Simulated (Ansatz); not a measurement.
VO$_{2}$ (rutile)

```xyz
6
Lattice="4.5362 0.0000 0.0000 0.0000 4.5362 0.0000 0.0000 0.0000 2.8023" Properties=species:S:1:pos:R:3 pbc="T T T"
V      0.0000     0.0000     0.0000
V      2.2681     2.2681     1.4012
O      1.3563     1.3563     0.0000
O      3.6244     0.9118     1.4012
O      0.9118     3.6244     1.4012
O      3.1800     3.1800     0.0000
```

E(V) scan at fixed shape, V₀ the volume above. The atoms relax within the cell's symmetry.

Method: PBEsol (plane waves to 420 eV, PAW, scalar-relativistic; Ansatz, a first-principles code). k mesh 10×10×17 (Γ-centred), Fermi-Dirac smearing 0.05 eV. Energies are smeared free energies. Compression counts positive. With the shape held, the modulus is that of even scaling; a crystal free to change shape is softer. Relaxed VO2 ends ferromagnetic. This is a high-temperature form of VO2. VO2 is run spin-polarised and with no Hubbard U. VO2 was relaxed with its symmetry unable to fall. Other magnetic orders were not checked, so this need not be the ground state. The zero of ΔE is the relaxed starting cell. The last digit holds for this mesh only.

| V (Å³/atom) | ΔE (meV/atom) |
|---|---|
| 8.650 | 90.4 |
| 8.890 | 48.3 |
| 9.130 | 20.5 |
| 9.370 | 4.9 |
| 9.611 | 0.0 |
| 9.851 | withheld |
| 10.091 | 16.9 |
| 10.332 | 36.4 |
| 10.572 | 61.6 |

Problem. Fit a third-order Birch-Murnaghan form (E₀, V₀, B₀, B₀′ free) to the given rows and predict ΔE at V = 9.851.

Solution. Least squares on the 8 given rows: ΔE = E₀ + (9V₀B₀/16)·y²·[2 + (B₀′ − 4)y], y = (V₀/V)^(2/3) − 1, with V₀ = 9.610 Å³/atom, B₀ = 246.3 GPa (160.2 GPa = 1 eV/Å³; the term in eV is multiplied by 1000), B₀′ = 4.77, E₀ = 0.07 meV/atom; root-mean-square residual 0.06 meV/atom. At 9.851 the fit gives 4.5 meV/atom; the calculation gives 4.4 meV/atom, so the interpolation is off by 0.1 (+2.3 %). For the pressure the fit gives -5.8 GPa against the computed -5.8 GPa.

(A scan under strain: stresses follow from slopes of the energy per volume, elastic moduli from its curvatures.)
